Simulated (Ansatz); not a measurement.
SrHfN₂: computed property card

SrHfN2:
```yaml
crystal:
  lattice:
    - [1.64555, 0.95006, 5.81560]
    - [-1.64555, 0.95006, 5.81560]
    - [0.00000, -1.90012, 5.81560]
  atoms:
    - { symbol: Sr, position: [0.00000, 0.00000, 0.00000] }
    - { symbol: Hf, position: [0.50000, 0.50000, 0.50000] }
    - { symbol: N, position: [0.23314, 0.23314, 0.23314] }
    - { symbol: N, position: [0.76686, 0.76686, 0.76686] }
```

Space group R-3m (No. 166); conventional cell a = b = 3.291 Å, c = 17.447 Å, α = β = 90.00°, γ = 120.00°.

Method: plane-wave PAW LDA (Ansatz code). The cell and atoms are relaxed at this level. Other levels are named where they apply.

**Cell and energy**

```
Property                                                      Result
-----------------------------------------------------  -------------
Volume per atom                                             13.64 Å³
Density                                                   8.95 g/cm³
Formation energy from the elements (no fitted shifts)  -1.68 eV/atom
```

**Electronic structure**

```
Property                                                                     Result
--------------------------------------------  -------------------------------------
Band gap                                                         0.08 eV (indirect)
Valence-band maximum                                                           at Γ
Conduction-band minimum                                 at F (3 equivalent valleys)
Smallest direct gap on the standard path                                    0.64 eV
Electron effective mass                       0.13, 0.14, 1.2 mₑ (principal values)
Hole effective mass, band 1 of 2 at the edge        0.56 along x, 0.86 along z (mₑ)
Hole effective mass, band 2 of 2 at the edge        0.20 along x, 0.86 along z (mₑ)
```

**Mechanics**

```
Property                                                                                                   Result
--------------------------------------------  -------------------------------------------------------------------
Bulk modulus (Birch–Murnaghan fit)                                                                        178 GPa
Pressure derivative B′                                                                                        4.2
Elastic constants (relaxed ions, GPa)         C11 = 356, C12 = 85.4, C13 = 86.3, C14 = 19.5, C33 = 383, C44 = 120
Mechanical stability                                                       stable (all eigenvalues of C positive)
Hill bulk and shear moduli                                                                        179 and 129 GPa
Young's modulus                                                                                           312 GPa
Poisson's ratio                                                                                              0.21
Debye temperature from the elastic constants                                                                523 K
```

**Phonons**

```
Item                                                                 Value
--------------------------------------------------  ----------------------
Highest zone-centre frequency (without LO–TO term)                616 cm⁻¹
Zone-centre stability                               no imaginary mode at Γ
```

The workflow started from a Materials Project entry (that database holds measured and hypothetical structures alike); the Crystallography Open Database copy checked does not list it. Whether it is the stable phase at ambient conditions was not checked. The cell was relaxed with LDA under the symmetry of its start. No spin polarisation was allowed. The references are the lowest solids computed at this level, not always the standard phases (solids in place of the gases). Scalar-relativistic: spin–orbit coupling is off unless named, which matters more the heavier the elements.

Potentials: the later of the program's two PAW sets.
